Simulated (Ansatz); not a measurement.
## Field gradients of BN from run to run

Cell of run 1: a COD entry (the entry's cell lengths or inner coordinates differ somewhat from later room-temperature determinations).

```
B N
1.0
     2.49824    0.00000    0.00000
    -1.24912    2.16354    0.00000
     0.00000    0.00000    6.63570
B N
2 2
Direct
  0.33333 0.66667 0.25000
  0.66667 0.33333 0.75000
  0.33333 0.66667 0.75000
  0.66667 0.33333 0.25000
```

Atom numbers follow the list; atoms alike are taken as one site, whose name carries the number of the first.

Relaxed positions (PBE, cell held):

```
CELL_PARAMETERS angstrom
2.49824 0.00000 0.00000
-1.24912 2.16354 0.00000
0.00000 0.00000 6.63570
ATOMIC_POSITIONS crystal
B 0.33333 0.66667 0.25000
B 0.66667 0.33333 0.75000
N 0.33333 0.66667 0.75000
N 0.66667 0.33333 0.25000
```

All runs are DFT with Ansatz 0.2.0 (plane waves and PAW, scalar-relativistic unless spin–orbit coupling is named, Γ-centred meshes, Fermi–Dirac smearing where given) in this cell.

Run 1: PBE, atoms as given; 420 eV, 14×14×5 k-points, smearing 0.02 eV.
Run 2: r2SCAN, at the relaxed atoms; 500 eV, 14×14×5 k-points, smearing 0.02 eV.
Run 3: LDA, at the relaxed atoms; 420 eV, 14×14×5 k-points, smearing 0.02 eV.

**Question.** What does each run give, and what moves the gradients most?

**Answer.** 

| run | B V_zz (η) | N V_zz (η) |
| --- | --- | --- |
| 1 | 2.83 (0.00) | -0.26 (0.00) |
| 2 | 2.96 (0.00) | -0.32 (0.00) |
| 3 | 2.86 (0.00) | 0.14 (0.00) |

V_zz in 10²¹ V/m². Against run 1, the gradient tensors on these sites move by at most 0.13 in run 2 (B), 0.40 in run 3 (N).

The cell isn't the equilibrium one in run 1 (calculated pressure 5 GPa), and the entry's cell may itself be off.
